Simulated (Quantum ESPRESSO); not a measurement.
# Kohn-Sham bands of CsH (rock salt)

```yaml
crystal:
  lattice:
    - [0.00000, 3.19125, 3.19125]
    - [3.19125, 0.00000, 3.19125]
    - [3.19125, 3.19125, 0.00000]
  atoms:
    - { symbol: Cs, position: [0.00000, 0.00000, 0.00000] }
    - { symbol: H, position: [0.50000, 0.50000, 0.50000] }
```

Structure: Materials Project mp-1057286, symmetrised, not relaxed again. COD (Crystallography Open Database) has an entry of this formula and space group (matched by these alone). Method: PBEsol plane waves in Quantum ESPRESSO 7.5 (PseudoDojo norm-conserving files, 58 Ry, spinors with spin-orbit coupling), Bloch states on a 8×8×8 mesh through Γ, Wannier90 4.0.1. Density: 8×8×8 mesh, cold smearing 0.01 Ry.

Question: List the Kohn-Sham levels between −8 and 5.1 eV relative to the valence-band maximum at the high-symmetry points, as a band run of pw.x on that density gives them (levels within 2 meV counted together).

Answer: 
```
point  k (reciprocal lattice)                                                          levels (eV)
-----  ----------------------  -------------------------------------------------------------------
Γ           0.000 0.000 0.000                                    -7.35 (×4), -1.77 (×2), 5.12 (×4)
X           0.500 0.000 0.500                        -7.96 (×2), -7.65 (×2), -1.17 (×2), 3.06 (×2)
U           0.625 0.250 0.625             -7.95 (×2), -7.69 (×2), -0.77 (×2), 3.34 (×2), 4.71 (×2)
K           0.375 0.375 0.750             -7.95 (×2), -7.69 (×2), -0.77 (×2), 3.34 (×2), 4.71 (×2)
L           0.500 0.500 0.500   -7.94 (×2), -7.45 (×2), 0.00 (×2), 2.15 (×2), 4.65 (×2), 4.71 (×2)
W           0.500 0.250 0.750  -7.91 (×2), -7.77 (×2), -0.73 (×2), 4.01 (×2), 4.15 (×2), 5.08 (×2)
```
